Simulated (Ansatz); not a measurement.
Al (fcc (Cu type)), relaxed with PBE+D3(BJ) (Ansatz, an electronic-structure program, plane waves, PAW): a = b = c = 3.9823 Å, α = β = γ = 90.00°.

```
Item                  Value
--------------------  -----
B₀ by P(V) fit (GPa)   85.4
K_Hill (GPa)           86.7
G_Hill (GPa)           36.8
Θ_D (K)                 478
```

Task: The same phase is relaxed and computed with r²SCAN in the same code. What are the cell and these values now?

Result: a = b = c = 3.9920 Å, α = β = γ = 90.00°.

- B₀ by P(V) fit (GPa): 91.7
- K_Hill (GPa): 92.7
- G_Hill (GPa): 41.8
- Θ_D (K): 509

All cells were relaxed under the symmetry of their starts (and spin orders); stability against distortions was not tested throughout.

Potentials: the later of the program's two PAW sets.

Ansatz is a plane-wave DFT program.
